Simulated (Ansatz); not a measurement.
Question: Name crystals whose computed values (PBEsol in the plane-wave PAW code Ansatz) fall in these windows: B₀ by P(V) fit (GPa) 98 to 130; G_Hill (GPa) 52 to 64.

Answer: 

```
crystal                                                 B₀ by P(V) fit (GPa)  G_Hill (GPa)
------------------------------------------------------  --------------------  ------------
In2Co3S2, R-3m (In on 3b, In on 3a, Co on 9d, S on 6c)                   109          60.1
MgRh, CsCl type                                                          127          62.5
Al2Cu, fluorite or antifluorite type                                     104          60.0
Ti3Al, P6_3/mmc (Al on 2c, Ti on 6h)                                     122          57.6
Al2Cu, P4/mmm (Al on 2e, Cu on 1a)                                      98.8          59.3
```
Others may fit too.

Not the usual ambient phase: Al2Cu, fluorite or antifluorite type; Al2Cu, P4/mmm (Al on 2e, Cu on 1a). Standing as an ambient phase not checked: In2Co3S2, R-3m (In on 3b, In on 3a, Co on 9d, S on 6c); MgRh, CsCl type. Began spin-polarised and lost the moments: In2Co3S2, R-3m (In on 3b, In on 3a, Co on 9d, S on 6c). All cells were relaxed under the symmetry of their starts (and spin orders); stability against distortions was not tested throughout. Rows with no word on spin ran without spin polarisation. Spin–orbit coupling is left out wherever it is not named.

Potentials: the later of the program's two PAW sets.
